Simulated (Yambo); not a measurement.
Yambo input for KBH4 (space group P2_1/m, No. 11, within 0.06 Å of P4_2/nmc) (a = 4.663 Å, b = 4.678 Å, c = 6.549 Å, α = γ = 90.00°, β = 90.07°), on LDA (pw.x of Quantum ESPRESSO, ONCV potentials, no spin-orbit coupling) wavefunctions on a 4×4×2 mesh:

```
optics
chi
dipoles
kernel
FFTGvecs= 40 Ry
Chimod= "HARTREE"
NGsBlkXd= 3 Ry
% QpntsRXd
 1 | 1 |
%
% BndsRnXd
 1 | 99 |
%
GrFnTpXd= "R"
% EnRngeXd
 0.0 | 20.0 | eV
%
% DmRngeXd
 0.2 | 0.2 | eV
%
CGrdSpXd= 50
ETStpsXd= 161
% LongDrXd
 0.0 | 0.0 | 1.0 |
%
```

First lines of the file o-*.eps_q1_inv_rpa_dyson:

```
Absorption @ Q(1):   0.00000000     0.00000000     1.00000000    [q->0 direction]
#
# [ X ] Hartree size     :   95
# [GEN] GF Energies     : Slater exchange(X)+Perdew & Wang(C)
# [GEN] Green`s Function     : Retarded
#
# [GEN] Gauge     : Length
# [GEN] [r,Vnl] included     : yes
#
#    E[1] [eV]     Im(eps)     Re(eps)     Im(eps_o)     Re(eps_o)
#
     0.000000     0.150426E-5     2.319011     0.75693E-18     2.641636
     0.125000     0.712143E-3     2.319232     0.967558E-3     2.641937
     0.250000     0.001425     2.319897     0.001938     2.642843
     0.375000     0.002141     2.321008     0.002914     2.644355
     0.500000     0.002864     2.322567     0.003899     2.646478
     0.625000     0.003594     2.324579     0.004895     2.649218
     0.750000     0.004335     2.327049     0.005906     2.652584
     0.875000     0.005088     2.329985     0.006935     2.656585
     1.000000     0.005856     2.333395     0.007985     2.661234
     1.125000     0.006640     2.337288     0.009060     2.666545
     1.250000     0.007445     2.341676     0.010163     2.672535
     1.375000     0.008272     2.346573     0.011300     2.679221
     1.500000     0.009124     2.351992     0.012473     2.686627
     1.625000     0.010005     2.357952     0.013688     2.694776
     1.750000     0.010918     2.364469     0.014949     2.703696
     1.875000     0.011867     2.371567     0.016264     2.713418
     2.000000     0.012857     2.379267     0.017637     2.723975
     2.125000     0.013891     2.387597     0.019076     2.735407
     2.250000     0.014975     2.396586     0.020588     2.747757
     2.375000     0.016114     2.406265     0.022183     2.761072
     2.500000     0.017316     2.416673     0.023869     2.775406
     2.625000     0.018587     2.427848     0.025658     2.790820
     2.750000     0.019935     2.439837     0.027562     2.807380
     2.875000     0.021371     2.452691     0.029596     2.825161
     3.000000     0.022904     2.466465     0.031776     2.844249
     3.125000     0.024547     2.481223     0.034121     2.864739
     3.250000     0.026314     2.497039     0.036653     2.886738
     3.375000     0.028222     2.513992     0.039398     2.910370
     3.500000     0.030291     2.532176     0.042386     2.935774
     3.625000     0.032544     2.551695     0.045655     2.963111
     3.750000     0.035008     2.572671     0.049247     2.992562
     3.875000     0.037716     2.595241     0.053215     3.024343
     4.000000     0.040710     2.619566     0.057624     3.058699
```
(The file goes on to the top of the energy range.) Convergence of the RPA response with its 4×4×2 mesh was not tested.

Geometry of the Materials Project entry, not relaxed at this level.

The structure is a Materials Project entry; no match was found in the copy of COD used, and its stability was not checked.
